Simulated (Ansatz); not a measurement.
Si$_{2}$W (MoSi2 or CaC2 type, I4/mmm) under volume change, DFT-r²SCAN in the program Ansatz with PAW potentials, shape and atoms relaxed at each volume.

| V (Å³/atom) | E − E(relaxed) (meV/atom) | P (GPa) |
|---|---|---|
| 12.215 | 93.5 | 26.97 |
| 12.618 | 39.2 | 16.49 |
| 13.021 | ? | ? |
| 13.423 | 0.0 | 0.00 |
| 13.826 | 8.3 | -6.45 |
| 14.229 | 31.6 | -11.93 |
| 14.631 | ? | ? |

Task: What belongs in the gaps?

Result: 
- 13.021, E − E(relaxed) (meV/atom): 9.3
- 13.021, P (GPa): 7.58
- 14.631, E − E(relaxed) (meV/atom): 67.6
- 14.631, P (GPa): -16.57

Task: What does a third-order Birch–Murnaghan fit give for V₀, B₀ and B′?

Result: V₀ = 13.42 Å³/atom, B₀ = 232 GPa, B′ = 4.4.

The cell was relaxed with r²SCAN under the symmetry of its start; of distortions, only those at the zone centre were tested. No spin polarisation was allowed. Spin–orbit coupling is left out wherever it is not named.

Potentials: the earlier of the program's two PAW sets.
